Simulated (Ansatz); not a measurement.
Relaxed candidate structures of Si:

A. R-3m, hexagonal axes (No. 166), hR2; a = b = 2.613 Å, c = 14.645 Å, α = β = 90.00°, γ = 120.00°; Si 6c (0.000, 0.000, 0.086)

B. Fd-3m, origin choice 1 (No. 227), cF8, diamond type; a = b = c = 5.445 Å, α = β = γ = 90.00°; Si 8a (0.000, 0.000, 0.000)

C. Pm-3m (No. 221), cP1, simple cubic type; a = b = c = 2.5274 Å, α = β = γ = 90.00°; Si 1a (0.000, 0.000, 0.000)

D. R-3m, hexagonal axes (No. 166), hR12; a = b = 7.1673 Å, c = 14.8924 Å, α = β = 90.00°, γ = 120.00°; Si 18h (0.242, 0.121, 0.098); Si 18h (0.220, 0.439, 0.042)

**Question.** Order them by energy per atom (lowest first) at the level r2SCAN (plane waves to 500 eV, PAW, scalar-relativistic; Ansatz, an electronic-structure program).

**Answer.** B (reference, the lowest among the structures calculated here), C (+0.47 eV/atom), D (+0.61 eV/atom), A (+0.64 eV/atom)

**Question.** Which candidates are metallic at this level, and what gaps do the others have?

**Answer.** No gap: A, C, D. B: 0.78 eV (no spin-orbit coupling).

Probably no minimum, since a slightly shaken restart fell lower: Pm-3m, cP1, simple cubic type (by 0.04 eV/atom, to P6/mmm).  1 generated cell of layers, chains or molecules, poorly bound without dispersion, is left out. Each run could gain symmetry but not lose that of its start, so entries can be saddle points. From databases, or of a type measured for this composition: Fd-3m, cF8, diamond type; the others are generated cells (placed on structure types, drawn at random, substituted or restacked) that were not matched to a known phase here. Energies are at zero temperature and pressure, without zero-point motion. No spin polarisation in the result.
